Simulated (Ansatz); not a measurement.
Screening note. The current through a thin insulator falls as exp(−2kd), with k the slowest decay constant of states in the gap.

α-quartz SiO2 serves as the reference. The Fermi level is put at mid-gap. Of the planes computed for each crystal, the one with the slowest decay is listed. Wanted: the thickness for 4 decades of attenuation, and how many decades a 1.5 nm film gains over the reference.

Levels of theory (Ansatz, a plane-wave PAW program): plane, in the cell as filed, gap, decay constant k, slowest state: r²SCAN, complex band structure, on cells taken as filed or relaxed beforehand.

Whether these are the forms stable at ambient conditions was not checked: YPO4 (I4₁/amd, tI24); NaGaSi2O6 (C2/c, mS40); NaMgLaWO6 (C2/m, mS40). Cells under pressure at the level used (negative: too large): NaGaSi2O6 (C2/c, mS40) −7 GPa, NaMgLaWO6 (C2/m, mS40) −8 GPa. Spin–orbit coupling is left out unless named; it moves the gap of YPO4 (I4₁/amd, tI24) by under 0.05 eV; no shift is given for NaGaSi2O6 (C2/c, mS40), NaMgLaWO6 (C2/m, mS40).

| crystal | plane, in the cell as filed | gap on the mesh (eV) | k at mid-gap (1/Å) | planes computed | slowest state |
|---|---|---|---|---|---|
| α-quartz SiO2, reference | (110) | 6.60 | 0.503 | 3 | at Γ |
| YPO4 (I4₁/amd, tI24) | (110) | 6.60 | 0.515 | 1 | at Γ |
| NaGaSi2O6 (C2/c, mS40) | (100) | 4.90 | 0.381 | 3 | at Γ |
| NaMgLaWO6 (C2/m, mS40) | (110) | 3.33 | 0.368 | 1 | at Γ |

Model: decades per nm = 2k × 10 Å/ln 10 = 8.686 k; thickness = 4/(decades per nm); extra decades of a 1.5 nm film = 1.5 × (row − reference).

Task: From the table, find decades per nm, thickness and decades beyond the reference for NaGaSi2O6 (C2/c, mS40).

Result: 
- decades per nm: 8.686 × 0.381 = 3.309
- thickness: 4/3.309 = 1.21 nm
- decades beyond the reference: 1.5 × (3.309 − 4.369) = −1.6

Task: Put the candidates in order of decades per nm, highest first.

Result: The same steps for every row:

```csv
crystal,decades per nm,thickness (nm),decades beyond the reference
"α-quartz SiO2, reference",4.369,0.92,0.0
"YPO4 (I4₁/amd, tI24)",4.473,0.89,0.2
"NaGaSi2O6 (C2/c, mS40)",3.309,1.21,−1.6
"NaMgLaWO6 (C2/m, mS40)",3.196,1.25,−1.8
```

In order of decades per nm, highest first: YPO4 (I4₁/amd, tI24) (4.473 ± 0.27) ≈ α-quartz SiO2 (4.369 ± 0.26), NaGaSi2O6 (C2/c, mS40) (3.309 ± 0.20) ≈ NaMgLaWO6 (C2/m, mS40) (3.196 ± 0.19). The ± follows from allowances picked for this note (decay constant k 6 %), carried to first order and added in quadrature; ≈ joins neighbours closer than their two ± added in quadrature. 0 of the 3 others clearly beat the reference on this figure.

The gaps are the functional's own, as a rule smaller than measured ones, and k shrinks with them; planes not computed could decay more slowly; interface matching and symmetry filtering by the electrodes are not included. Where several phases of a formula are at hand, those over 0.1 eV/atom above the lowest were not drawn (by r²SCAN where it compared them, else by the largest value; a layered or molecular lowest phase counts only with a dispersion term); other phases could lie lower still. Crystals of Pb, Bi, Tl or Hg, those whose gap spin–orbit coupling moves by over 0.3 eV, and those of Te, I or Sb with no such test at hand were not drawn. Rows were sampled with a lean to familiar crystals, related or not, whatever their agreement with measurement; tables with many equal figures were not kept. Limits of the draw: gap over 1 eV, no layered crystals, primitive or conventional cells alone; no unfamiliar magnets, and cubic perovskites only if shown or known to be stable. As a rule kept out of such tables: 4f compounds, open-shell compounds run without a Hubbard term, cells found unstable in the tests at hand, cells close to a higher symmetry, and runs set to a pressure or over 12 % in volume from the crystal's fullest run.
